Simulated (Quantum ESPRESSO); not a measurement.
## Al3MgSAs3 (finding a planted mistake in a log)

A calculation, not a measurement. The program is pw.x of Quantum ESPRESSO 7.5 (plane-wave density functional theory). The cell is made up: 8 atoms on a zincblende/diamond lattice, with randomly drawn elements, strain and displacements, not relaxed. PseudoDojo standard norm-conserving files (v0.5 for PBE, v0.4.1 for LDA and PBEsol) set the functional; there is no spin polarisation, spin-orbit coupling or dispersion term, and the masses in the input are unused placeholders.

Intended input:

```
&control calculation='scf', pseudo_dir='./dojo.nc.sr.pbe.v0_5.standard.upf', outdir='./o', disk_io='low', tprnfor=.true., tstress=.true. /
&system ibrav=0, nat=8, ntyp=4, nbnd=41, ecutwfc=84.00895049, nosym=.true., tot_charge=0,
 occupations='smearing', smearing='fd', degauss=0.0018374661
/
&electrons conv_thr=7.350e-09, electron_maxstep=60, /
ATOMIC_SPECIES
Al 1.0 Al.upf
As 1.0 As.upf
Mg 1.0 Mg.upf
S 1.0 S.upf
CELL_PARAMETERS angstrom
5.8746 -0.0216 0.0467
-0.0216 5.8495 -0.0706
0.0467 -0.0706 5.7789
ATOMIC_POSITIONS angstrom
Al 0.0438 -0.0112 0.0271
Al -0.0189 2.9198 2.8382
Al 3.0127 -0.0404 2.8759
Mg 2.9638 2.9132 -0.0138
S 1.5017 1.4268 1.4147
As 1.5288 4.3843 4.285
As 4.4855 1.4058 4.3736
As 4.3815 4.3573 1.4441
K_POINTS automatic
4 4 4 1 1 1
```

The log is shortened where brackets say so; the opening notice, blank lines, dates and the lines on written files are dropped, and the path of the files is cut. It prints rydbergs, bohrs and kilobars, and counts compression as positive stress. Where no state is partly filled, the Fermi energy that it prints is only some level between the filled and the empty states on the mesh, and need not lie in the true gap.

Log of the intended run:

```
     Program PWSCF v.7.5
     Parallel version (MPI & OpenMP), running on       4 processor cores
     Number of MPI processes:                 4
     Threads/MPI process:                     1
     [start-up lines left out]
     bravais-lattice index     =            0
     lattice parameter (alat)  =      11.1018  a.u.
     unit-cell volume          =    1339.8041 (a.u.)^3
     number of atoms/cell      =            8
     number of atomic types    =            4
     number of electrons       =        70.00
     number of Kohn-Sham states=           41
     kinetic-energy cutoff     =      84.0090  Ry
     charge density cutoff     =     336.0358  Ry
     scf convergence threshold =      7.3E-09
     mixing beta               =       0.7000
     number of iterations used =            8  plain     mixing
     Exchange-correlation= PBE
                           (   1   4   3   4   0   0   0)
     [axes and pseudopotential details left out]
   Cartesian axes
     site n.     atom                  positions (alat units)
         1        Al     tau(   1) = (   0.0074555  -0.0019064   0.0046129  )
         2        Al     tau(   2) = (  -0.0032171   0.4970020   0.4831122  )
         3        Al     tau(   3) = (   0.5128152  -0.0068768   0.4895294  )
         4        Mg     tau(   4) = (   0.5044916   0.4958786  -0.0023490  )
         5        S      tau(   5) = (   0.2556161   0.2428668   0.2408072  )
         6        As     tau(   6) = (   0.2602290   0.7462860   0.7293834  )
         7        As     tau(   7) = (   0.7635121   0.2392922   0.7444647  )
         8        As     tau(   8) = (   0.7458094   0.7416901   0.2458116  )
     number of k points=    32  Fermi-Dirac smearing, width (Ry)=  0.0018
                       cart. coord. in units 2pi/alat
        k(    1) = (   0.1244592   0.1275412   0.1276273), wk =   0.0625000
        k(    2) = (   0.1224496   0.1306018   0.3818307), wk =   0.0625000
     [further k points left out]
     Dense  grid:   139377 G-vectors     FFT dimensions: (  72,  72,  64)
     Estimated max dynamical RAM per process >     277.08 MB
     Estimated total dynamical RAM >    1006.23 MB
     Initial potential from superposition of free atoms
     starting charge      69.9911, renormalised to      70.0000
     Starting wfcs are   48 randomized atomic wfcs
     total cpu time spent up to now is        3.0 secs
     per-process dynamical memory:   196.1 Mb
     Self-consistent Calculation
     iteration #  1     ecut=    84.01 Ry     beta= 0.70
     Davidson diagonalization with overlap
     ethr =  1.00E-02,  avg # of iterations =  4.1
     Threshold (ethr) on eigenvalues was too large:
     Diagonalizing with lowered threshold
     Davidson diagonalization with overlap
     ethr =  4.92E-04,  avg # of iterations =  2.0
     total cpu time spent up to now is       11.2 secs
     total energy              =    -791.35047557 Ry
     estimated scf accuracy    <       0.34190532 Ry
     iteration #  2     ecut=    84.01 Ry     beta= 0.70
     Davidson diagonalization with overlap
     ethr =  4.88E-04,  avg # of iterations =  2.8
     total cpu time spent up to now is       15.5 secs
     total energy              =    -791.42287150 Ry
     estimated scf accuracy    <       0.06451475 Ry
     [iterations 3 to 8 left out]
     iteration #  9     ecut=    84.01 Ry     beta= 0.70
     Davidson diagonalization with overlap
     ethr =  2.70E-10,  avg # of iterations =  4.0
     total cpu time spent up to now is       48.0 secs
     total energy              =    -791.43678260 Ry
     estimated scf accuracy    <       0.00000003 Ry
     iteration # 10     ecut=    84.01 Ry     beta= 0.70
     Davidson diagonalization with overlap
     ethr =  3.69E-11,  avg # of iterations =  2.0
     total cpu time spent up to now is       52.0 secs
     End of self-consistent calculation
     [lines on levels left out]
     the Fermi energy is     5.6014 ev
!    total energy              =    -791.43678261 Ry
     estimated scf accuracy    <          3.9E-09 Ry
     smearing contrib. (-TS)   =      -0.00000000 Ry
     internal energy E=F+TS    =    -791.43678261 Ry
     The total energy is F=E-TS. E is the sum of the following terms:
     one-electron contribution =    -554.90954200 Ry
     hartree contribution      =     297.40774795 Ry
     xc contribution           =    -171.00433342 Ry
     ewald contribution        =    -362.93065514 Ry
     convergence has been achieved in  10 iterations
     Forces acting on atoms (cartesian axes, Ry/au):
     atom    1 type  1   force =    -0.01207266    0.00218403   -0.00948873
     atom    2 type  1   force =     0.00826984    0.00541324    0.01598204
     atom    3 type  1   force =    -0.00673888    0.00992567    0.02581474
     atom    4 type  3   force =    -0.02196779    0.00254970   -0.00522258
     atom    5 type  4   force =    -0.01652543   -0.01024838    0.01851070
     atom    6 type  2   force =    -0.00843536   -0.00165428   -0.02006463
     atom    7 type  2   force =     0.02016600   -0.02137412   -0.02370354
     atom    8 type  2   force =     0.03730427    0.01320413   -0.00182800
     Total force =     0.078181     Total SCF correction =     0.000272
     Computing stress (Cartesian axis) and pressure
          total   stress  (Ry/bohr**3)                   (kbar)     P=      -28.18
  -0.00021435  -0.00002883  -0.00006375          -31.53       -4.24       -9.38
  -0.00002883  -0.00018866   0.00011817           -4.24      -27.75       17.38
  -0.00006375   0.00011817  -0.00017176           -9.38       17.38      -25.27
     init_run     :      2.84s CPU      2.94s WALL (       1 calls)
     electrons    :     48.68s CPU     48.97s WALL (       1 calls)
     forces       :      0.88s CPU      0.88s WALL (       1 calls)
     stress       :      3.00s CPU      3.01s WALL (       1 calls)
     [timing details left out]
     PWSCF        :     55.51s CPU     55.93s WALL
     JOB DONE.
```

A second run was made from an input with one planted mistake. Its log:

```
     Program PWSCF v.7.5
     Parallel version (MPI & OpenMP), running on       4 processor cores
     Number of MPI processes:                 4
     Threads/MPI process:                     1
     [start-up lines left out]
     bravais-lattice index     =            0
     lattice parameter (alat)  =      11.1018  a.u.
     unit-cell volume          =    1339.8041 (a.u.)^3
     number of atoms/cell      =            8
     number of atomic types    =            4
     number of electrons       =        70.00
     number of Kohn-Sham states=           59
     kinetic-energy cutoff     =      84.0090  Ry
     charge density cutoff     =     336.0358  Ry
     scf convergence threshold =      7.3E-09
     mixing beta               =       0.7000
     number of iterations used =            8  plain     mixing
     Exchange-correlation= PBE
                           (   1   4   3   4   0   0   0)
     [axes and pseudopotential details left out]
   Cartesian axes
     site n.     atom                  positions (alat units)
         1        Al     tau(   1) = (   0.0074555  -0.0019064   0.0046129  )
         2        Al     tau(   2) = (  -0.0032171   0.4970020   0.4831122  )
         3        Al     tau(   3) = (   0.5128152  -0.0068768   0.4895294  )
         4        Mg     tau(   4) = (   0.5044916   0.4958786  -0.0023490  )
         5        S      tau(   5) = (   0.2556161   0.2428668   0.2408072  )
         6        As     tau(   6) = (   0.2602290   0.7462860   0.7293834  )
         7        As     tau(   7) = (   0.7635121   0.2392922   0.7444647  )
         8        As     tau(   8) = (   0.7458094   0.7416901   0.2458116  )
     number of k points=    32  Fermi-Dirac smearing, width (Ry)=  0.0441
                       cart. coord. in units 2pi/alat
        k(    1) = (   0.1244592   0.1275412   0.1276273), wk =   0.0625000
        k(    2) = (   0.1224496   0.1306018   0.3818307), wk =   0.0625000
     [further k points left out]
     Dense  grid:   139377 G-vectors     FFT dimensions: (  72,  72,  64)
     Estimated max dynamical RAM per process >     339.65 MB
     Estimated total dynamical RAM >       1.23 GB
     Initial potential from superposition of free atoms
     starting charge      69.9911, renormalised to      70.0000
     Starting wfcs are   48 randomized atomic wfcs +   11 random wfcs
     total cpu time spent up to now is        3.3 secs
     per-process dynamical memory:   240.3 Mb
     Self-consistent Calculation
     iteration #  1     ecut=    84.01 Ry     beta= 0.70
     Davidson diagonalization with overlap
     ethr =  1.00E-02,  avg # of iterations =  8.8
     Threshold (ethr) on eigenvalues was too large:
     Diagonalizing with lowered threshold
     Davidson diagonalization with overlap
     ethr =  4.25E-04,  avg # of iterations =  3.1
     total cpu time spent up to now is       17.5 secs
     total energy              =    -791.41184814 Ry
     estimated scf accuracy    <       0.29523435 Ry
     iteration #  2     ecut=    84.01 Ry     beta= 0.70
     Davidson diagonalization with overlap
     ethr =  4.22E-04,  avg # of iterations =  2.4
     total cpu time spent up to now is       23.3 secs
     total energy              =    -791.46459379 Ry
     estimated scf accuracy    <       0.06842236 Ry
     [iterations 3 to 8 left out]
     iteration #  9     ecut=    84.01 Ry     beta= 0.70
     Davidson diagonalization with overlap
     ethr =  1.69E-10,  avg # of iterations =  2.1
     total cpu time spent up to now is       64.7 secs
     total energy              =    -791.48217705 Ry
     estimated scf accuracy    <       0.00000002 Ry
     iteration # 10     ecut=    84.01 Ry     beta= 0.70
     Davidson diagonalization with overlap
     ethr =  2.72E-11,  avg # of iterations =  2.3
     total cpu time spent up to now is       70.1 secs
     End of self-consistent calculation
     [lines on levels left out]
     the Fermi energy is     5.9716 ev
!    total energy              =    -791.48217706 Ry
     estimated scf accuracy    <          2.0E-09 Ry
     smearing contrib. (-TS)   =      -0.15711583 Ry
     internal energy E=F+TS    =    -791.32506123 Ry
     The total energy is F=E-TS. E is the sum of the following terms:
     one-electron contribution =    -554.28825910 Ry
     hartree contribution      =     296.86123292 Ry
     xc contribution           =    -170.96737991 Ry
     ewald contribution        =    -362.93065514 Ry
     convergence has been achieved in  10 iterations
     Forces acting on atoms (cartesian axes, Ry/au):
     atom    1 type  1   force =    -0.00788058    0.00803547   -0.00154253
     atom    2 type  1   force =     0.01160555    0.00069264    0.00619078
     atom    3 type  1   force =    -0.01111918    0.01576494    0.01609929
     atom    4 type  3   force =    -0.02633911   -0.00176699    0.00068882
     atom    5 type  4   force =    -0.01547526   -0.01065743    0.01809792
     atom    6 type  2   force =    -0.01033197   -0.00064525   -0.01924254
     atom    7 type  2   force =     0.02203416   -0.02486433   -0.02256775
     atom    8 type  2   force =     0.03750639    0.01344097    0.00227601
     Total force =     0.077427     Total SCF correction =     0.000255
     Computing stress (Cartesian axis) and pressure
          total   stress  (Ry/bohr**3)                   (kbar)     P=      -18.32
  -0.00014256  -0.00003323  -0.00006056          -20.97       -4.89       -8.91
  -0.00003323  -0.00012300   0.00010540           -4.89      -18.09       15.51
  -0.00006056   0.00010540  -0.00010798           -8.91       15.51      -15.88
     init_run     :      3.08s CPU      3.23s WALL (       1 calls)
     electrons    :     66.43s CPU     66.81s WALL (       1 calls)
     forces       :      0.99s CPU      0.99s WALL (       1 calls)
     stress       :      3.29s CPU      3.29s WALL (       1 calls)
     [timing details left out]
     PWSCF        :   1m13.89s CPU   1m14.46s WALL
     JOB DONE.
```

Question: what was wrong in the second input?

Answer: the smearing is too wide. The input lines that differ, file-writing options aside:

```
- &system ibrav=0, nat=8, ntyp=4, nbnd=41, ecutwfc=84.00895049, nosym=.true., tot_charge=0,
+ &system ibrav=0, nat=8, ntyp=4, nbnd=59, ecutwfc=84.00895049, nosym=.true., tot_charge=0,
-  occupations='smearing', smearing='fd', degauss=0.0018374661
+  occupations='smearing', smearing='fd', degauss=0.0440991866
```

```
                                            intended run  run with the mistake
                          free energy (eV)    -10768.046            -10768.664
                    smearing term -TS (eV)        0.0000               -2.1377
                            pressure (GPa)         -2.82                 -1.83
            largest force component (eV/Å)         0.959                 0.964
largest change of a force component (eV/Å)                               0.252
                                iterations            10                    10
```

For scale, a rerun of the intended cell at 1437 eV and a 6 x 6 x 6 mesh moved values by no more than 0.006 eV in energy, 0.02 GPa in stress and 0.003 eV/Å in force. The number of bands, nbnd, was set by rule from the electron count and the smearing, so it follows the mistake.